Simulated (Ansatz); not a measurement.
SnSe:
```
SnSe
1.0
   11.67329     0.00000     0.00000
    0.00000     4.12266     0.00000
    0.00000     0.00000     4.65041
Sn Se
4 4
Direct
  0.12090   0.25000   0.12286
  0.37910   0.75000   0.62286
  0.87910   0.75000   0.87714
  0.62090   0.25000   0.37714
  0.85278   0.25000   0.48553
  0.64722   0.75000   0.98553
  0.14722   0.75000   0.51447
  0.35278   0.25000   0.01447
```

Relaxed with r²SCAN+D4.

**Question.** Tabulate the valence density and the electron localisation function along the shortest Sn–Se contact (2.75 Å), r²SCAN+D4 in the plane-wave PAW code Ansatz.

**Answer.** 

| distance from Sn (Å) | density (e/Å³) | ELF |
|---|---|---|
| 0.28 | 11.54 | 0.00 |
| 0.41 | 7.47 | 0.03 |
| 0.55 | 4.21 | 0.10 |
| 0.69 | 2.16 | 0.21 |
| 0.83 | 1.08 | 0.27 |
| 0.96 | 0.60 | 0.26 |
| 1.10 | 0.41 | 0.27 |
| 1.24 | 0.35 | 0.38 |
| 1.38 | 0.36 | 0.56 |
| 1.51 | 0.42 | 0.71 |
| 1.65 | 0.53 | 0.78 |
| 1.79 | 0.69 | 0.81 |
| 1.93 | 0.97 | 0.81 |
| 2.07 | 1.81 | 0.76 |
| 2.20 | 4.24 | 0.64 |
| 2.34 | 10.50 | 0.43 |
| 2.48 | 22.82 | 0.23 |

The density is the valence pseudo-density with augmentation charge, so density and ELF within about 1 Å of a nucleus are not all-electron values.

Space group Pnma. Symmetry was held in the r²SCAN+D4 relaxation. Spin–orbit coupling is left out wherever it is not named.

Potentials: the later of the program's two PAW sets.
